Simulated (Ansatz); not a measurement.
## Diamond alloy of Ge and Sn (4 of 64 Ge sites exchanged), 64 atoms

Ansatz, PAW, plane waves. PBEsol relaxation of volume and atoms (shape held) at the single k point (¼, ¼, ¼) without its symmetry partners; single points on the relaxed atoms at the Γ point alone, onto which points of the small cell's zone fold. Arrangement: quasirandom. No spin–orbit coupling unless named.

Relaxed structure:

```yaml
crystal:
  lattice:
    - [11.45924, 0.00000, 0.00000]
    - [0.00000, 11.45924, 0.00000]
    - [0.00000, 0.00000, 11.45924]
  atoms:
    - { symbol: Ge, position: [0.00042, 0.99935, 0.99833] }
    - { symbol: Ge, position: [0.00053, 0.99989, 0.49997] }
    - { symbol: Ge, position: [0.00008, 0.49993, 0.00019] }
    - { symbol: Ge, position: [0.00013, 0.49997, 0.49965] }
    - { symbol: Ge, position: [0.49986, 0.99770, 0.00200] }
    - { symbol: Ge, position: [0.50073, 0.99815, 0.51196] }
    - { symbol: Ge, position: [0.49979, 0.50206, 0.49760] }
    - { symbol: Ge, position: [0.12117, 0.12362, 0.12471] }
    - { symbol: Ge, position: [0.12331, 0.12557, 0.62766] }
    - { symbol: Ge, position: [0.12500, 0.62467, 0.12529] }
    - { symbol: Ge, position: [0.12298, 0.62632, 0.62437] }
    - { symbol: Ge, position: [0.62775, 0.12734, 0.12090] }
    - { symbol: Ge, position: [0.63369, 0.12036, 0.62245] }
    - { symbol: Ge, position: [0.63170, 0.63052, 0.13089] }
    - { symbol: Ge, position: [0.62548, 0.62271, 0.62734] }
    - { symbol: Ge, position: [0.24595, 0.24746, 0.00218] }
    - { symbol: Ge, position: [0.24137, 0.25688, 0.50495] }
    - { symbol: Ge, position: [0.24672, 0.75033, 0.99786] }
    - { symbol: Ge, position: [0.25008, 0.75008, 0.50001] }
    - { symbol: Ge, position: [0.75599, 0.24898, 0.99969] }
    - { symbol: Ge, position: [0.75209, 0.24949, 0.49771] }
    - { symbol: Ge, position: [0.75201, 0.75199, 0.00068] }
    - { symbol: Ge, position: [0.75745, 0.74266, 0.50665] }
    - { symbol: Ge, position: [0.36925, 0.37033, 0.12933] }
    - { symbol: Ge, position: [0.36921, 0.38349, 0.62090] }
    - { symbol: Ge, position: [0.37272, 0.87149, 0.12189] }
    - { symbol: Ge, position: [0.37370, 0.87426, 0.62876] }
    - { symbol: Ge, position: [0.87650, 0.37551, 0.12647] }
    - { symbol: Ge, position: [0.87667, 0.37479, 0.62398] }
    - { symbol: Ge, position: [0.87816, 0.87622, 0.12344] }
    - { symbol: Ge, position: [0.87826, 0.87421, 0.62708] }
    - { symbol: Ge, position: [0.24360, 0.99289, 0.24360] }
    - { symbol: Ge, position: [0.24740, 0.99832, 0.75130] }
    - { symbol: Ge, position: [0.24739, 0.49847, 0.25183] }
    - { symbol: Ge, position: [0.24596, 0.50270, 0.74860] }
    - { symbol: Ge, position: [0.75663, 0.00632, 0.24382] }
    - { symbol: Ge, position: [0.75310, 0.99772, 0.75094] }
    - { symbol: Ge, position: [0.75308, 0.50130, 0.25247] }
    - { symbol: Ge, position: [0.75470, 0.50051, 0.74890] }
    - { symbol: Ge, position: [0.36887, 0.11890, 0.88198] }
    - { symbol: Ge, position: [0.37312, 0.62434, 0.37379] }
    - { symbol: Ge, position: [0.36828, 0.63083, 0.86881] }
    - { symbol: Ge, position: [0.87823, 0.12676, 0.37432] }
    - { symbol: Ge, position: [0.87690, 0.12350, 0.87514] }
    - { symbol: Ge, position: [0.87818, 0.62346, 0.37641] }
    - { symbol: Ge, position: [0.87630, 0.62608, 0.87558] }
    - { symbol: Ge, position: [0.00102, 0.25094, 0.25039] }
    - { symbol: Ge, position: [0.99896, 0.24967, 0.75095] }
    - { symbol: Ge, position: [0.99946, 0.74914, 0.25020] }
    - { symbol: Ge, position: [0.00090, 0.75009, 0.75119] }
    - { symbol: Ge, position: [0.50653, 0.25384, 0.24556] }
    - { symbol: Ge, position: [0.49364, 0.74523, 0.24517] }
    - { symbol: Ge, position: [0.49986, 0.75021, 0.74945] }
    - { symbol: Ge, position: [0.12168, 0.37680, 0.37562] }
    - { symbol: Ge, position: [0.12492, 0.37508, 0.87537] }
    - { symbol: Ge, position: [0.12362, 0.87318, 0.37500] }
    - { symbol: Ge, position: [0.12337, 0.87491, 0.87511] }
    - { symbol: Ge, position: [0.62674, 0.37682, 0.37516] }
    - { symbol: Ge, position: [0.63958, 0.37557, 0.87562] }
    - { symbol: Ge, position: [0.62511, 0.87484, 0.87535] }
    - { symbol: Sn, position: [0.50050, 0.50184, 0.99984] }
    - { symbol: Sn, position: [0.37339, 0.12545, 0.37642] }
    - { symbol: Sn, position: [0.50000, 0.24987, 0.75029] }
    - { symbol: Sn, position: [0.62731, 0.87281, 0.37504] }
```

Question: What are the mean bond lengths by pair (pairs within 1.2 times the sum of covalent radii, less contacts 15 % beyond the pair's median; cation–cation pairs of compounds aside; long ionic contacts are cut short by that bound)?

Answer: Ge–Ge 2.466 ± 0.014 Å (standard deviation, 112 bonds); Ge–Sn 2.593 ± 0.010 Å (standard deviation, 16 bonds).

Question: What gap lies between the top filled and the lowest empty level in the single points?

Answer: HSE06 0.47 eV (37 s on NVIDIA GB200).
